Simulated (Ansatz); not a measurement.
## CsSnI3 (cubic perovskite): energy over volume and axial ratio

CsSnI3 (cubic perovskite)

Space group Pm-3m (No. 221); a = 6.136 Å, b = 6.136 Å, c = 6.136 Å, α = 90.00°, β = 90.00°, γ = 90.00°

```
atom  site  symmetry       x       y       z
----  ----  --------  ------  ------  ------
Cs      1a      m-3m  0.0000  0.0000  0.0000
Sn      1b      m-3m  0.5000  0.5000  0.5000
I       3c    4/mm.m  0.0000  0.5000  0.5000
```

The relaxed cell is deformed in two ways at once: its volume V is scaled, and at that volume it is stretched along z (the c axis of the conventional cell) so that c/a changes. Fractional atomic positions are held.

Computed with PBEsol (plane waves to 420 eV, PAW, scalar-relativistic; Ansatz, a quantum-chemistry and plane-wave program). k mesh 6×6×6 (Γ-centred), Fermi-Dirac smearing 0.05 eV. Energies are smeared free energies. Stress and pressure are positive under compression. CsSnI3 was relaxed with its symmetry unable to fall. Spin-orbit coupling is left out, though I is heavy. This is a high-temperature form of CsSnI3. The zero of ΔE is the relaxed starting cell.

ΔE (kJ/mol of atoms), with V/V₀ across and (c/a)/(c/a)₀ down:

| (c/a)/(c/a)₀ \ V/V₀ | 0.960 | 0.973 | 0.987 | 1.000 | 1.013 | 1.027 | 1.040 |
|---|---|---|---|---|---|---|---|
| 0.920 | 3.58 | 3.21 | 2.95 | 2.80 | 2.73 | 2.75 | 2.86 |
| 0.947 | 1.74 | 1.45 | 1.26 | 1.17 | 1.17 | 1.25 | 1.41 |
| 0.973 | 0.73 | 0.48 | 0.33 | 0.28 | 0.31 | 0.43 | 0.62 |
| 1.000 | 0.42 | 0.18 | 0.04 | 0.00 | 0.05 | 0.17 | 0.38 |
| 1.027 | 0.70 | 0.44 | 0.30 | 0.25 | 0.28 | 0.40 | 0.60 |
| 1.053 | 1.48 | 1.19 | 1.01 | 0.93 | 0.94 | 1.03 | 1.20 |
| 1.080 | 2.71 | 2.37 | 2.14 | 2.01 | 1.97 | 2.01 | 2.14 |

σxx (GPa), with V/V₀ across and (c/a)/(c/a)₀ down:

```csv
(c/a)/(c/a)₀ \ V/V₀,0.960,0.973,0.987,1.000,1.013,1.027,1.040
0.920,-0.34,-0.57,-0.78,-0.97,-1.15,-1.31,-1.46
0.947,0.01,-0.24,-0.46,-0.67,-0.87,-1.04,-1.21
0.973,0.39,0.12,-0.12,-0.35,-0.56,-0.76,-0.94
1.000,0.79,0.50,0.24,-0.01,-0.24,-0.45,-0.65
1.027,1.22,0.90,0.61,0.35,0.10,-0.13,-0.34
1.053,1.68,1.34,1.02,0.73,0.46,0.21,-0.02
1.080,2.15,1.79,1.46,1.14,0.84,0.57,0.32
```

What the scan shows:

- Shear modulus C′ = (C11 − C12)/2 (fit, atoms clamped) = 19.7 GPa
- Lowest place on the grid = V/V₀ = 1.000, (c/a)/(c/a)₀ = 1.000 (0.0 meV/atom)
- Highest place on the grid = V/V₀ = 0.960, (c/a)/(c/a)₀ = 0.920 (37.1 meV/atom)

(Under strain, the slope of the energy per volume gives the stress and its curvature an elastic modulus.)
